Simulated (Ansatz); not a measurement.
Starting cell, CsPbCl3 (cubic perovskite):

```
CELL_PARAMETERS angstrom
      5.73565     0.00000     0.00000
      0.00000     5.73565     0.00000
      0.00000     0.00000     5.73565
ATOMIC_POSITIONS crystal
  Cs 0.00000 0.00000 0.00000
  Pb 0.50000 0.50000 0.50000
  Cl 0.00000 0.50000 0.50000
  Cl 0.50000 0.50000 0.00000
  Cl 0.50000 0.00000 0.50000
```

In this cell atom 4 (Cl, nearest neighbour Pb at 2.868 Å; its periodic images, 5.7 Å or more away, move with it) is moved by s along Cartesian z, unit vector (0.000, 0.000, 1.000); all other atoms and the cell stay fixed.

Calculation: PBE (plane waves to 420 eV, PAW, scalar-relativistic; Ansatz, a quantum-chemistry and plane-wave program). k mesh 5×5×5 (Γ-centred), Fermi-Dirac smearing 0.05 eV. E stands for the smeared free energy. CsPbCl3 was relaxed with its symmetry unable to fall. Spin-orbit coupling is left out, though Pb is heavy. The PAW data are Ansatz's earlier set. This is a high-temperature form of CsPbCl3. The zero of ΔE is the undisplaced structure.

Estimate the ΔE (eV/cell) for s (Å) = -0.860, -0.688, -0.516, -0.344, -0.172, 0.172, 0.344, 0.688.


| s (Å) | ΔE (eV/cell) |
|---|---|
| -0.860 | 3.013 |
| -0.688 | 1.291 |
| -0.516 | 0.483 |
| -0.344 | 0.143 |
| -0.172 | 0.025 |
| 0.172 | 0.025 |
| 0.344 | 0.143 |
| 0.688 | 1.291 |

(For displaced atoms, the force is minus the slope of the energy, and its curvature is a force constant, which sets phonon frequencies.)
